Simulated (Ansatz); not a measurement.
## Fermi surface of K (Im-3m)

```xyz
1
Lattice="-2.6125 2.6125 2.6125 2.6125 -2.6125 2.6125 2.6125 2.6125 -2.6125" Properties=species:S:1:pos:R:3 pbc="T T T"
K     0.0000    0.0000    0.0000
```

The conventional cell has a = 5.225 Å, b = 5.225 Å, c = 5.225 Å, α = 90.00°, β = 90.00°, γ = 90.00°.

Computed, not measured; unless marked otherwise by PBEsol, all-electron LAPW in Ansatz 0.2.0, scalar-relativistic. k mesh 12×12×12, fine mesh 16×16×16, Fermi-Dirac smearing of 0.050 eV, basis error target 1 meV/atom. The cell was relaxed by PAW under this functional.

Levels and slopes are solved on a 16×16×16 mesh, and each state is taken as quadratic over its cell.

Task: What is the density of states at the Fermi level, and which bare Sommerfeld coefficient follows?

Result: N(E_F) = 0.775 states/eV/atom (both spins), so γ = (π²/3) k_B² N(E_F) = 1.83 mJ/(mol-atom K²) without electron-phonon or spin-fluctuation enhancement.

Task: What Drude plasma energy and σ/τ do the band velocities give?

Result: (ħω_p,α)² = (e²/ε₀VN_k) Σ_nkσ (∂E/∂k_α)² δ(E − E_F) gives ħω_p = (4.38, 4.38, 4.38) eV along x, y, z, and σ/τ = ε₀ω_p² = 3.92×10²⁰ Ω⁻¹m⁻¹s⁻¹ along x. Weighted by the density of states, the mean Fermi speed is 0.818×10⁶ m/s; the surface has an area of 7.26 Å⁻² for each spin direction.

Task: Which bands cross the Fermi level, and what do they carry?

Result: 

```csv
band,filled part,N (states/eV/cell),speed (10⁶ m/s),5th to 95th percentile,area (Å⁻²),filling
1,0.50,0.775,0.818,0.78 to 0.96,7.26,partly filled
```

Task: Map the plane k₃ = 0 of the mesh: how many bands lie under the Fermi level at each point, counted from the least on the plane?

Result: k₁ runs to the right and k₂ upwards, each from −½ to ½ with 0 in the middle (the axes needn't be at right angles):
```
0111111110000000
0111111111000000
0111111111100000
1111111111111000
0111111111111000
0111111111111100
0111111111111110
0111111111111111
0011111111111111
0001111111111111
0000111111111111
1000111111111111
0000001111111111
0000000111111111
0000000011111111
0000100000001000
```

Task: Tabulate the nesting function ξ(q) = Σ δ(ε_k) δ(ε_k+q) on the lines that the mesh holds, over its zone mean.

Result: The deltas are Gaussians of 0.1 to 0.2 eV, set by mesh and band speed, and are averaged over mesh cells, which smears them further. ξ grows towards q = 0 in any metal, and zigzags from point to point can be the mesh's; no second mesh was run.

```json
{
 "Fine mesh": "16, 16, 16"
}
```

| line | part | nesting |
| --- | --- | --- |
| Gamma-H | 0.25 | 1.152 |
| Gamma-H | 0.5 | 1.157 |
| Gamma-H | 0.75 | 1.169 |
| Gamma-H | 1 | 1.317 |
| H-N | 0 | 1.317 |
| H-N | 0.25 | 1.255 |
| H-N | 0.5 | 0.9726 |
| H-N | 0.75 | 0.9509 |
| H-N | 1 | 1.033 |
| N-Gamma | 0 | 1.033 |
| N-Gamma | 0.25 | 0.9763 |
| N-Gamma | 0.5 | 0.9408 |
| N-Gamma | 0.75 | 1.237 |
| Gamma-P | 0.25 | 1.161 |
| Gamma-P | 0.5 | 1.038 |
| Gamma-P | 0.75 | 0.9669 |
| Gamma-P | 1 | 0.9793 |
| P-H | 0 | 0.9793 |
| P-H | 0.25 | 0.9328 |
| P-H | 0.5 | 0.8054 |
| P-H | 0.75 | 1.232 |
| P-H | 1 | 1.317 |
| P-N | 0 | 0.9793 |
| P-N | 0.25 | 0.9639 |
| P-N | 0.5 | 0.9525 |
| P-N | 0.75 | 0.9565 |
| P-N | 1 | 1.033 |

Task: On PAW files the program sums the optical response inside the mesh cells, interband lines and its own Drude term. Where does ε₁ rise through zero (a sharp plasmon if ε₂ is small there), and how much light is reflected?

Result: 

- Fine mesh: 16, 16, 16
- Window top: 20 eV
- Line width: 0.2 eV
- Drude damping: 0.1 eV
- ε₁ rises through zero at x: 3.69 eV
- ε₂ there x: 0.1
- Plasma energy (x, y, z): 4.217, 4.217, 4.217 eV
- Reflectivity at 1 eV, x-polarised: 0.9493
- Reflectivity at 2 eV, x-polarised: 0.8995
- Reflectivity at 3 eV, x-polarised: 0.8074

The plasma energy here is the program's own sum at the run's smearing; it differs from the value above by up to 4 %, through mesh and smearing.

Task: What does PAW give for the same cell?

Result: N(E_F) = 0.775 states/eV/atom and ħω_p,x = 4.38 eV.

Known limits: these sums move with the mesh, by several per cent and more for small sheets; frozen-core PAW files fitted under PBE, their cores solved anew for the functional of the run.
